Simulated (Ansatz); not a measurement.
Method: DFT PBE, scalar-relativistic, plane waves, PAW (Ansatz). Settings: cutoff 420 eV, Γ-centred meshes spaced at most about 0.3 Å⁻¹, and about 0.25 Å⁻¹ or finer for metals (2π included), Gaussian smearing. No spin polarisation in the final relaxations.

All energies are static (0 K, no zero-point motion). All come from trial cells, and lower structures may exist.

**Question.** Which of these relaxed structures of TaSF is the lowest in energy?
1.

```cif
data_structure
_symmetry_space_group_name_H-M 'P4/mmm'
_symmetry_Int_Tables_number 123
_cell_length_a 3.4664
_cell_length_b 3.4664
_cell_length_c 4.1683
_cell_angle_alpha 90.000
_cell_angle_beta 90.000
_cell_angle_gamma 90.000
_cell_volume 50.08
loop_
_atom_site_label
_atom_site_type_symbol
_atom_site_symmetry_multiplicity
_atom_site_Wyckoff_symbol
_atom_site_fract_x
_atom_site_fract_y
_atom_site_fract_z
_atom_site_occupancy
Ta1 Ta 1 d 0.50000 0.50000 0.50000 1
S1 S 1 b 0.00000 0.00000 0.50000 1
F1 F 1 c 0.50000 0.50000 0.00000 1
```

2.

```cif
data_structure
_symmetry_space_group_name_H-M 'Pmmm'
_symmetry_Int_Tables_number 47
_cell_length_a 3.8681
_cell_length_b 4.1284
_cell_length_c 6.3976
_cell_angle_alpha 90.000
_cell_angle_beta 90.000
_cell_angle_gamma 90.000
_cell_volume 102.16
loop_
_atom_site_label
_atom_site_type_symbol
_atom_site_symmetry_multiplicity
_atom_site_Wyckoff_symbol
_atom_site_fract_x
_atom_site_fract_y
_atom_site_fract_z
_atom_site_occupancy
Ta1 Ta 2 s 0.50000 0.00000 0.71640 1
S1 S 1 a 0.00000 0.00000 0.00000 1
S2 S 1 c 0.00000 0.00000 0.50000 1
F1 F 2 t 0.50000 0.50000 0.75412 1
```

**Answer.** 2. It has space group Pmmm (No. 47); the next, 1, with space group P4/mmm (No. 123), lies 43 meV/atom higher. Counting F or S atoms around Ta (for each partner element, those within 1.25 times its shortest distance or 1.15 times the sum of covalent radii, where it is the nearest in units of that sum or under 1.3), the lowest and the next both have Ta 6.

Spin–orbit coupling, which can matter for Ta, is left out. A magnetic state wasn't ruled out in cells without spin, among them P4/mmm. Cells relaxed within their symmetry can be saddle points. The Pmmm cell of TaSF came from shaking the P4/mmm one. Some structure types and database cells were kept out of the candidates from the start, so a known form may be missing.
